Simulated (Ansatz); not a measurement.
## ZnNi: zone-centre modes under pressure

ZnNi, Pm-3m, a = 2.808 Å. The structure is a COD entry; whether it is the stable form wasn't checked. Ansatz: LDA, PAW, 420 eV, Γ-centred 14×14×14 mesh on 2 atoms, Fermi-Dirac smearing 0.15 eV; no spin polarisation. Cell and atoms are relaxed at each pressure with the symmetry kept; optical modes at Γ by linear response, in cm⁻¹, the highest.

| P (GPa) | V (Å³/atom) | ω1 |
| --- | --- | --- |
| 0 | 11.066 | 259.5 |
| 2 | 10.953 | 265.1 |
| 6 | 10.746 | ? |

Task: Get the mode's Grüneisen parameter γ = −d ln ω/d ln V from the other rows and predict the missing frequency.

Result: ln(V/V0) = 0.0000, -0.0103, -0.0293; a line through ln(ω/ω0) of the 2 known rows gives ω1: γ = 2.073, predicted 275.8, computed 275.4. The miss is 0.1 %, or 2 % of the shift under pressure, so a constant γ serves at that level. In a metal these frequencies hang on the mesh and smearing.

Spin polarisation was left out, and a magnetic state may lie lower. The mesh isn't the same in all rows (14×14×14, 16×16×16).